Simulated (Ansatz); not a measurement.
Recipe of this trial structure of Zr₄F: random cell by space group and Wyckoff sites (I4/mmm, No. 139). Its size is a rough estimate.

```cif
data_structure
_symmetry_space_group_name_H-M 'I4/mmm'
_symmetry_Int_Tables_number 139
_cell_length_a 5.4617
_cell_length_b 5.4617
_cell_length_c 6.3205
_cell_angle_alpha 90.000
_cell_angle_beta 90.000
_cell_angle_gamma 90.000
_cell_volume 188.55
loop_
_atom_site_label
_atom_site_type_symbol
_atom_site_symmetry_multiplicity
_atom_site_Wyckoff_symbol
_atom_site_fract_x
_atom_site_fract_y
_atom_site_fract_z
_atom_site_occupancy
Zr1 Zr 8 h 0.26171 0.26171 0.00000 1
F1 F 2 b 0.00000 0.00000 0.50000 1
```

Level of theory: DFT PBE, scalar-relativistic, plane waves, PAW (Ansatz 0.2.0). Cutoff 420 eV, Gaussian smearing, Γ-centred meshes. Cell and atoms relax first on a coarse mesh and then on a finer one. In between, the cell is made exact in the group found at 0.06 Å. In metals the finer mesh still leaves noise of several meV/atom or more. The steps can't lower the symmetry of their start. No spin polarisation.

A guess keeps its type if space group and coordination stay and the shape of the cell changes little (axis ratios within about 15 %, angles within 6°); the volume may change.

Question: Does it keep its structure type, or change into something else?

Answer: It doesn't keep its type. The symmetry stays I4/mmm (No. 139). The volume per atom grows by 19.5 %, from 18.9 to 22.5 Å³. The shortest distance goes from 1.84 Å (Zr–F) to 2.22 Å (Zr–F). The ratio c/a of the conventional cell changes by a factor of 0.83. Counting neighbours within 15 % of an atom's shortest distance, the start has F 4, Zr 1 and the end F 4, Zr 1. In detail, at the end Zr has 1 F at 2.22 Å and 6 Zr at 2.96–3.14 Å; around F lie 4 Zr at 2.22 Å.

```cif
data_structure
_symmetry_space_group_name_H-M 'I4/mmm'
_symmetry_Int_Tables_number 139
_cell_length_a 6.1721
_cell_length_b 6.1721
_cell_length_c 5.9147
_cell_angle_alpha 90.000
_cell_angle_beta 90.000
_cell_angle_gamma 90.000
_cell_volume 225.32
loop_
_atom_site_label
_atom_site_type_symbol
_atom_site_symmetry_multiplicity
_atom_site_Wyckoff_symbol
_atom_site_fract_x
_atom_site_fract_y
_atom_site_fract_z
_atom_site_occupancy
Zr1 Zr 8 h 0.24565 0.24565 0.00000 1
F1 F 2 b 0.00000 0.00000 0.50000 1
```

Formation energies are uncorrected and refer to the elements' standard structures at the same level (F₂ as a molecule).

Question: At what energy does it end?

Answer: +0.08 eV/atom. A positive value: parting into the elements would lower its energy.

The last run used a 10×10×10 mesh for its 5-atom cell and Gaussian smearing of 0.10 eV. The cell is a metal run without spin, though a test with spin on the coarse mesh kept 1.1 μB a cell, so a magnetic state probably lies lower. Symmetry constrained the relaxation, so the result can be a saddle point.
